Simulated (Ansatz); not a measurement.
NiO2:
```cif
data_Ni3O6
_chemical_formula_sum 'Ni3 O6'
_space_group_name_H-M_alt 'R-3m :H'
_space_group_IT_number 166
_space_group_name_Hall '-R 3 2"'
_cell_length_a 2.77169
_cell_length_b 2.77169
_cell_length_c 14.52039
_cell_angle_alpha 90.000
_cell_angle_beta 90.000
_cell_angle_gamma 120.000
loop_
_atom_site_label
_atom_site_type_symbol
_atom_site_symmetry_multiplicity
_atom_site_Wyckoff_symbol
_atom_site_fract_x
_atom_site_fract_y
_atom_site_fract_z
_atom_site_occupancy
Ni1 Ni 3 a 0.00000 0.00000 0.00000 1
O1 O 6 c 0.00000 0.00000 0.39808 1
```
(The calculation used a cell of 3 atoms; values per cell refer to that cell.)

Relaxed with r²SCAN+D4.

### Question
Which orbitals make up the states near the band edges in DFT-r²SCAN+D4 in the program Ansatz with PAW potentials?

### Answer
Top 1 eV of the valence band: O 2p 60 %, Ni 3d 38 %. Bottom 1 eV of the conduction band: O 2p 51 %, Ni 3d 45 %. Projections are on Löwdin-orthogonalised atomic valence shells; empty p or d shells of many metals are not among them.

### Question
Tabulate the density of states.

### Answer
States/eV per cell of 3 atoms, in 0.25 eV bins, energy from the valence-band maximum.

```
E (eV)  total  O 2p  Ni 3d  O 2s
------  -----  ----  -----  ----
-6.95    0.00  0.00   0.00  0.00
-6.70    0.67  0.41   0.20  0.01
-6.45    1.05  0.64   0.32  0.02
-6.20    1.32  0.80   0.43  0.02
-5.95    2.83  1.67   1.04  0.04
-5.70    2.97  1.63   1.26  0.03
-5.45    2.74  1.48   1.19  0.03
-5.20    3.86  2.05   1.68  0.07
-4.95    2.69  1.57   0.98  0.08
-4.70    2.73  1.57   1.00  0.08
-4.45    2.40  1.57   0.69  0.05
-4.20    1.34  0.82   0.46  0.02
-3.95    2.76  1.43   1.22  0.04
-3.70    3.99  2.10   1.72  0.10
-3.45    2.93  1.45   1.37  0.09
-3.20    2.70  1.27   1.36  0.04
-2.95    1.57  0.74   0.81  0.01
-2.70    1.17  0.57   0.58  0.00
-2.45    1.21  0.56   0.64  0.01
-2.20    1.11  0.64   0.45  0.01
-1.95    2.88  0.92   1.92  0.02
-1.70    5.32  1.51   3.67  0.05
-1.45    3.75  1.75   1.87  0.06
-1.20    3.82  1.93   1.79  0.05
-0.95    3.81  2.20   1.53  0.04
-0.70    5.50  3.26   2.15  0.03
-0.45    2.41  1.43   0.94  0.02
-0.20    2.08  1.36   0.69  0.01
0.05     0.38  0.20   0.17  0.00
0.30     0.00  0.00   0.00  0.00
0.55     0.00  0.00   0.00  0.00
0.80     0.00  0.00   0.00  0.00
1.05     0.00  0.00   0.00  0.00
1.30     0.00  0.00   0.00  0.00
1.55     0.37  0.16   0.19  0.02
1.80     2.32  1.11   1.11  0.08
2.05     5.14  2.63   2.33  0.14
2.30     3.37  1.84   1.46  0.05
2.55     3.95  2.28   1.64  0.01
2.80     0.85  0.50   0.34  0.00
3.05     0.00  0.00   0.00  0.00
3.30     0.00  0.00   0.00  0.00
3.55     0.00  0.00   0.00  0.00
3.80     0.00  0.00   0.00  0.00
4.05     0.00  0.00   0.00  0.00
4.30     0.00  0.00   0.00  0.00
4.55     0.00  0.00   0.00  0.00
4.80     0.00  0.00   0.00  0.00
5.05     0.00  0.00   0.00  0.00
5.30     0.00  0.00   0.00  0.00
5.55     0.00  0.00   0.00  0.00
5.80     0.00  0.00   0.00  0.00
6.05     0.00  0.00   0.00  0.00
6.30     0.00  0.00   0.00  0.00
```

The first step of the workflow began from a Materials Project structure, measured or hypothetical; the Crystallography Open Database copy checked does not list it. COD files the formula under space group No. 12. Whether it is the stable phase at ambient conditions was not checked. Symmetry was held in the r²SCAN+D4 relaxation. At this level the phase is mechanically unstable. No spin polarisation was allowed. No Hubbard U is applied.

Potentials: the later of the program's two PAW sets.
